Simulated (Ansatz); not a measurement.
Geometry optimisation in Ansatz: input, command and trajectory.

```yaml
crystal:
  lattice:
    - [-1.4525988449, 1.4525988449, 6.8842533968]
    - [1.4525988449, -1.4525988449, 6.8842533968]
    - [1.4525988449, 1.4525988449, -6.8842533968]
  atoms:
    - { symbol: Ti, position: [0.3219243721, 0.3219243721, 0.0] }
    - { symbol: Ti, position: [0.6780756279, 0.6780756279, 0.0] }
    - { symbol: Cd, position: [0.0, 0.0, 0.0] }
basis:
  ecutwfc: 420
kpoints:
  mp_grid: { grid: [20, 20, 20] }
hamiltonian:
  xc: pbesol
scf:
  occupations: { method: gaussian, width: 0.1 }
output:
  forces: true
  stress: true
  eigenvalues: true
relax:
  adjacent_minimum: "off"
  f_tol: 0.01
  max_steps: 30
  cell: { stress_tol: 0.1, fix: [volume] }
```

```bash
ansatz run input.yaml --threads 1 --pin off --max-ram 2560MiB --backend cpu --events-out ev --progress --plain --runs-dir out
```

All numbers below come from DFT PBEsol, scalar-relativistic, plane waves, PAW in Ansatz.

The volume is held at 1.1 times that of the relaxed cell.

Of 4 frames 3 are shown, positions in Å and forces in eV/Å; the SCF threshold varies from step to step. Steps run on the plane waves of an earlier cell, with a Pulay correction in the pressure. The basis is chosen afresh for the last frame, the zero of the energies, and at times for earlier ones too; energy and pressure step there, also at an unchanged geometry. The mark taken_back stands on steps that the optimiser undid.

```xyz
3
Lattice="-1.4526 1.4526 6.8843 1.4526 -1.4526 6.8843 1.4526 1.4526 -6.8843" Properties=species:S:1:pos:R:3:forces:R:3 pbc="T T T" step=1 free_energy_over_end_meV_per_atom=0.86 pressure_GPa=-8.15
Ti    0.0000    0.0000    4.4324    0.0000    0.0000   -0.1584
Ti    0.0000    0.0000    9.3361    0.0000    0.0000    0.1584
Cd    0.0000    0.0000    0.0000    0.0000    0.0000    0.0000
3
Lattice="-1.4516 1.4516 6.8935 1.4516 -1.4516 6.8935 1.4516 1.4516 -6.8935" Properties=species:S:1:pos:R:3:forces:R:3 pbc="T T T" step=2 free_energy_over_end_meV_per_atom=0.90 pressure_GPa=-7.38 taken_back
Ti    0.0000    0.0000    4.4080    0.0000    0.0000    0.1762
Ti    0.0000    0.0000    9.3790    0.0000    0.0000   -0.1762
Cd    0.0000    0.0000    0.0000    0.0000    0.0000    0.0000
3
Lattice="-1.4508 1.4508 6.9009 1.4508 -1.4508 6.9009 1.4508 1.4508 -6.9009" Properties=species:S:1:pos:R:3:forces:R:3 pbc="T T T" step=4 free_energy_over_end_meV_per_atom=0.00 pressure_GPa=-7.79
Ti    0.0000    0.0000    4.4283    0.0000    0.0000   -0.0089
Ti    0.0000    0.0000    9.3735    0.0000    0.0000    0.0089
Cd    0.0000    0.0000    0.0000    0.0000    0.0000    0.0000
```

It took 3.7 min on 1 thread of Arm Neoverse V1, on a shared host, peak memory 0.97 GiB.